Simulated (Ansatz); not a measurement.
MnO₂: which magnetic order is lowest?

```
Mn O
1.0
     4.39830    0.00000    0.00000
     0.00000    4.39830    0.00000
     0.00000    0.00000    2.87300
Mn O
2 4
Direct
  0.00000 0.00000 0.00000
  0.50000 0.50000 0.50000
  0.30515 0.30515 0.00000
  0.19485 0.80515 0.50000
  0.69485 0.69485 0.00000
  0.80515 0.19485 0.50000
```

Computed with plane-wave PAW DFT (Ansatz 0.2.0): r2SCAN, 500 eV cutoff, 6×6×10 Γ-centred mesh, fermi-dirac occupations of width 0.050 eV. The atoms are fixed and numbered as listed; spin is collinear, without spin-orbit coupling.

The cycle has several fixed points for this cell. Moments (μB):

| state | Mn1 | Mn2 | other atoms together | size of the net moment a cell |
| --- | --- | --- | --- | --- |
| A | 2.41 | -2.41 | 0.00 | 0.00 |
| B | 2.49 | 2.49 | 0.26 | 6.00 |
| C | 0.00 | 0.00 | 0.00 | 0.00 |

Site moments are taken in small spheres that don't touch (radius about 0.4 of the atom's shortest bond), so those of the magnetic atoms read low, and they needn't add up to the net moment. State C was run without spin polarisation.

Task: What is the order in energy at zero smearing?

Result: State A (antiparallel, compensated) is lowest; B (parallel moments) lies 18.0 meV above it, C (without moments) lies 554 meV above it, all counted an atom of the cell.

Task: Which states have a gap on the mesh, and what pressure does each exert on this cell?

Result: A: gap 0.39 eV, -2.4 GPa; B: a narrow gap at most, -0.7 GPa; C: no gap, -13.5 GPa (positive in compression). Moments take up room: without them the pressure is lower, so that state wants a smaller cell.

Task: Compare the parallel order B with the antiparallel order A.

Result: Between B and A the moments keep their size (2.49 against 2.41 μB in the mean), so the difference mostly measures the exchange between the flipped sites: the antiparallel order gains 54 meV for each Mn atom. The nearest flipped pair stands 3.43 Å apart. Flipped pairs are linked through O; the widest Mn–O–Mn angle among the nearer links is 130°, at 3.43 Å between the metal atoms.

Task: How much does the cell gain by forming moments?

Result: 554 meV an atom of the cell, or 1663 meV for each Mn atom, against state C, which has none. A run without spin would miss this and give wrong energies and forces. That state isn't the paramagnet, which keeps its moments, so this is no ordering energy.

The cell is that of a Crystallography Open Database entry, unchanged.

Caveats: only orders that fit this cell and collinear spins were tried, so the true order may need a larger cell or canted moments; atoms and cell are not relaxed, and each state would relax in its own way; semilocal functionals without U often misplace the states of 3d oxides, halides and chalcogenides; the k mesh is coarse, so differences of a few meV are uncertain where a state is a metal; one start a pattern, so a lower state of the same pattern may exist; the nearest magnetic pairs stand parallel in every state found, so their coupling isn't measured.
